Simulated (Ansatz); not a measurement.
Si:
```xyz
2
Lattice="-1.6832 1.6832 3.0822 1.6832 -1.6832 3.0822 1.6832 1.6832 -3.0822" Properties=species:S:1:pos:R:3 pbc="T T T"
Si     0.0000     0.0000     4.9865
Si     0.0000     0.0000     1.1779
```

Relaxed with r²SCAN. Special points in fractions of this cell's reciprocal vectors: Γ (0.000, 0.000, 0.000); X (0.000, 0.000, 0.500); P (0.250, 0.250, 0.250); N (0.000, 0.500, 0.000); M (0.500, 0.500, -0.500); S (0.325, 0.675, -0.325); S0 (-0.325, 0.325, 0.325); R (-0.149, 0.149, 0.500); G (0.500, 0.500, -0.149).

List the band energies nearest the Fermi level at these points for r²SCAN (plane waves, PAW; program Ansatz).

In eV from the Fermi level; about four levels below and three above (degenerate sets whole), none deeper than 8.9 eV; points with the same levels are listed once.

```
k                    below            above
-  -----------------------  ---------------
Γ                    -0.24   0.45 0.45 2.74
X  -6.06 -4.42 -4.14 -1.76   1.01 7.99 9.86
P  -5.32 -5.31 -5.31 -0.14   4.07 4.07 4.81
N              -8.57 -2.32   1.22 1.88 2.87
M        -7.74 -1.38 -1.38  0.84 2.78 11.74
S              -8.28 -5.34   0.09 3.23 5.52
R  -7.56 -7.45 -5.51 -3.42   0.01 3.81 8.50
```

Space group I4/mmm. The start of the workflow was typed in or built on a structure type; the Crystallography Open Database copy checked does not list it. It is not the phase usual at ambient conditions (space group No. 227). Symmetry was held in the r²SCAN relaxation; its stability against distortions is not shown here.

Potentials: the later of the program's two PAW sets.
